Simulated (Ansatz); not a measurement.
**GdMg: relaxation of cell and atoms**

Level of theory: DFT, PBEsol, PAW with Ansatz's default frozen-core files, scalar-relativistic in Ansatz 0.2.0.

Command: `ansatz run input.yaml --threads 1 --pin off --max-ram 3072MiB --backend cpu --events-out ev --progress --plain --runs-dir out` The run took about 23 s on 1 thread of a shared machine.

```yaml
crystal:
  lattice:
    - [3.824, 0.0, 0.0]
    - [0.0, 3.824, 0.0]
    - [0.0, 0.0, 3.824]
  atoms:
    - { symbol: Gd, position: [0.0, 0.0, 0.0], spin: 7.0 }
    - { symbol: Mg, position: [0.5, 0.5, 0.5] }
magnetization:
  spin_polarized: true
kpoints:
  mp_grid: { grid: [9, 9, 9] }
scf:
  occupations: { method: fermi_dirac, width: 0.05 }
hamiltonian:
  xc: pbesol
  pseudopotentials: { kind: paw }
output:
  forces: true
  stress: true
  efg: { contact_densities: true }
relax:
  f_tol: 0.005
  max_steps: 80
  cell: {}
```

Semilocal functionals without a Hubbard term describe localised f shells poorly; where the shell is localised, the real material differs.

Spin–orbit coupling is left out, though it moves levels of the heavy atoms by tenths of an eV or more.

The run is spin-polarised from parallel moments and ends with 7.58 μB in the cell; other orders may lie lower.

The geometry is COD entry 1522527, unchecked; take it as a test cell.

The cutoff is 420 eV; energies and pressures of the walk include the program's estimate of the Pulay term. The PAW files were made with PBE; their cores are remade for this functional.

Each frame lists the cell vectors (Å), then Cartesian positions (Å); symmetry keeps all forces zero. Free energies count from the first step, -11140.2032 eV.

The walk took 4 evaluations in all; steps that aren't listed are left out.

Step 1: E = 0.0 meV, P = -1.27 GPa

```
cell 3.8240 0.0000 0.0000 0.0000 3.8240 0.0000 0.0000 0.0000 3.8240
Gd    0.0000    0.0000    0.0000
Mg    1.9120    1.9120    1.9120
```

Step 2: E = -7.7 meV, P = -0.15 GPa

```
cell 3.7856 0.0000 0.0000 0.0000 3.7856 0.0000 0.0000 0.0000 3.7856
Gd    0.0000    0.0000    0.0000
Mg    1.8928    1.8928    1.8928
```

(1) How does the relaxation end?

Results:

(1) It converges, with a = 3.781 Å, b = 3.781 Å, c = 3.781 Å, α = 90.00°, β = 90.00°, γ = 90.00° (conventional cell, space group Pm-3m). The last solve (on a basis chosen afresh for the final cell, so its energy is not quite comparable) gives E = -7.6 meV, P = 0.00 GPa:
```
cell 3.7808 0.0000 0.0000 0.0000 3.7808 0.0000 0.0000 0.0000 3.7808
Gd    0.0000    0.0000    0.0000
Mg    1.8904    1.8904    1.8904
```
